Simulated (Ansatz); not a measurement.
## Tl, one cell by several methods

```
CELL_PARAMETERS angstrom
3.50148 0.00000 0.00000
-1.75074 3.03237 0.00000
0.00000 0.00000 5.59771
ATOMIC_POSITIONS crystal
Tl 0.33333 0.66667 0.25000
Tl 0.66667 0.33333 0.75000
```

Atom numbers follow the list: Tl1, Tl2.

The structure is an experimental refinement, used without relaxation. The listed cell was then made from it by scaling, straining or moving an atom.

No spin–orbit coupling, which matters for the heavy atoms here.

Levels of theory: DFT, PBEsol, PAW with Ansatz's default frozen-core files, scalar-relativistic (Ansatz 0.2.0); DFT, PBEsol, all-electron LAPW, scalar-relativistic (Ansatz 0.2.0).

For PAW: a Γ-centred 12×12×7 k mesh, Fermi–Dirac smearing of 0.03 eV, cutoff 420 eV, no spin polarisation; the PAW files were made with PBE, and the program remakes their frozen cores for this functional. LAPW targets a basis error of 0.5 meV/atom. The Ansatz runs share mesh, smearing and spin set-up. Plane-wave (PAW) pressures include the program's estimate of the Pulay term.

Stress and pressure are positive in compression.

The cell's volume is scaled by 1.04.

PAW results:

| quantity | PAW |
| --- | --- |
| pressure (GPa) | -1.31 |
| stress xx (GPa) | -0.85 |
| stress zz (GPa) | -2.23 |

(1) What does all-electron LAPW give for the same quantities?

Answers

(1) 
```csv
quantity,LAPW
pressure (GPa),-1.30
stress xx (GPa),-0.85
stress zz (GPa),-2.22
```
